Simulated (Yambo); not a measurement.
Yambo run on TaAgO$_{3}$ (space group R-3c, No. 167). The wavefunctions are PBEsol (pw.x of Quantum ESPRESSO, ONCV potentials, without SOC) ones on a 2×2×2 mesh (50 occupied bands); a = b = c = 5.651 Å, α = β = γ = 59.12°.

Yambo input:

```
gw0
dyson
el_el_corr
HF_and_locXC
ppa
em1d
EXXRLvcs= 84 Ry
VXCRLvcs= 336 Ry
Chimod= "HARTREE"
% BndsRnXp
 11 | 207 |
%
NGsBlkXp= 7 Ry
% LongDrXp
 1.0 | 1.0 | 1.0 |
%
PPAPntXp= 27.2114 eV
% GbndRnge
 1 | 207 |
%
GTermKind= "BG"
DysSolver= "n"
ExtendOut
% QPkrange
 2 | 2 | 50 | 50 |
 3 | 3 | 50 | 51 |
%
```

k points by index: 2 = L, 3 = F.

Resulting energies as the program prints them:

```
#    K-point    Band    Eo [eV]    E [eV]    E-Eo [eV]    Vxc [eV]    Vnlxc [eV]    Sc|Eo [eV]    Sc|E [eV]    dSc/dw|Eo [eV]    Re(Z)    Im(Z)
#
    2    50    0.000000    -0.378368    -0.378368    -23.09400    -28.30477    4.736073    4.832404    -6.926099    0.797110    -0.001024
    3    50    -0.018774    -0.427495    -0.408722    -23.30213    -28.60329    4.788581    4.892431    -6.912246    0.797434    -0.001064
    3    51    1.938694    3.184503    1.245809    -15.04955    -9.025312    -4.517076    -4.778432    -5.708142    0.826602    -0.001056
```
(The two width columns are left out.) Convergence of these settings isn't established.

Geometry of the Materials Project entry, not relaxed at this level.

The structure is a Materials Project entry; no match was found in the copy of COD used, and its stability was not checked.
